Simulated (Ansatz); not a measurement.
Consider the following.

Rb₂PdC₂:
```cif
data_C2PdRb2
_chemical_formula_sum 'C2 Rb2 Pd1'
_space_group_name_H-M_alt 'P-3m1'
_space_group_IT_number 164
_space_group_name_Hall '-P 3 2"'
_cell_length_a 5.38569
_cell_length_b 5.38569
_cell_length_c 5.26699
_cell_angle_alpha 90.000
_cell_angle_beta 90.000
_cell_angle_gamma 120.000
loop_
_atom_site_label
_atom_site_type_symbol
_atom_site_symmetry_multiplicity
_atom_site_Wyckoff_symbol
_atom_site_fract_x
_atom_site_fract_y
_atom_site_fract_z
_atom_site_occupancy
C1 C 2 c 0.00000 0.00000 0.38014 1
Rb1 Rb 2 d 0.33333 0.66667 0.28350 1
Pd1 Pd 1 a 0.00000 0.00000 0.00000 1
```

This is the r²SCAN-relaxed structure.

Task: All from the program Ansatz at the r²SCAN level (PAW), unless another level is named. Predict the hole effective mass.

Result: 0.20, 8.2, 25 mₑ (principal values).

Task: Predict the electron effective mass with spin–orbit coupling.

Result: 0.23, 0.79, 0.90 mₑ (principal values).

Task: And the gap with spin–orbit coupling?

Result: 1.63 eV.

Task: Predict the formation energy from the elements (no fitted shifts).

Result: -0.042 eV/atom.

Task: Next, the weight of the valence-edge state by species (Voronoi cells)?

Result: Pd 62 %, C 35 %, Rb 3 %.

Task: What about the weight of the conduction-edge state by species (Voronoi cells)?

Result: Rb 41 %, C 32 %, Pd 28 %.

The workflow started from an entry of the Crystallography Open Database (COD). Whether it is the stable phase at ambient conditions was not checked. The r²SCAN relaxation kept the symmetry of its start; its stability against distortions is not shown here. No spin polarisation was allowed. The references are the lowest solids computed at this level, not always the standard phases. Scalar-relativistic: spin–orbit coupling is off unless named, which matters more the heavier the elements.

Potentials: the later of the program's two PAW sets.
